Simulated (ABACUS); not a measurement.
Set-up for a self-consistent single point of InSb (F-43m, 8 atoms in the cell; from Materials Project mp-20012, changed as shown).

```xyz
8
Lattice="6.5006 0.0000 0.0000 0.0000 6.5006 0.0000 0.0000 0.0000 6.5006" Properties=species:S:1:pos:R:3 pbc="T T T"
In     0.0000     0.0000     0.0000
In     0.0000     3.2503     3.2503
In     3.2503     0.0000     3.2503
In     3.2503     3.2503     0.0000
Sb     1.6251     1.6251     4.8754
Sb     1.6251     4.8754     1.6251
Sb     4.8754     1.6251     1.6251
Sb     4.8754     4.8754     4.8754
```

All values come from this method and carry its errors: PBE, PseudoDojo 0.5 standard norm-conserving PBE (tails mended) pseudopotentials (plane waves; ABACUS).

ABACUS settings:

* **KPT**: Gamma 4 4 4 0 0 0
* **basis_type**: pw
* **ecutwfc**: 80 Ry
* **smearing_method**: fd
* **smearing_sigma**: 0.00734986 Ry
* **potentials**: PseudoDojo 0.5 standard norm-conserving PBE (tails mended)
* **symmetry**: 1
* **symmetry_prec**: 1e-05
* **ks_solver**: dav_subspace
* **scf_nmax**: 100
* **scf_thr**: 1.0e-09 Ry
* **mixing_type**: broyden

Results:

Number of valence electrons: 112
Number of bands: 68
Number of k-points after the program's reduction: 10
Number of plane waves (most at a k-point): 22445
Number of SCF iterations: 8
FFT grid: 72 × 72 × 72
Free energy E − TS: -17131.5323 eV
Fermi level (on the code's own zero): 7.68 eV
Pressure: 2.62 GPa
Largest force (vector length): 0.002 eV/Å

Stress (GPa, positive for compression):
```
2.62  0.00  0.00
0.00  2.62  0.00
0.00  0.00  2.62
```

For comparison: a first run was changed to give this one (lattice scaled by 0.98), and from it to this one the free energy rises by 17.4 meV/atom, the pressure goes from 0.02 to 2.62 GPa and the largest force hardly changes (0.001 to 0.002 eV/Å).

The structure comes from a collection of computed structures, made at another level of theory; the collection holds predicted forms beside known ones. No clean gap shows at this smearing width and mesh (spacing up to 0.24 Å⁻¹); the mesh is coarse for partly filled bands, so the values carry mesh errors. Semi-local functionals can close small gaps.

Cost on one core: around 3.0 core-minutes (rough).

“Tails mended”: in these copies of the files the far tail of each local potential was reset to the Coulomb form.
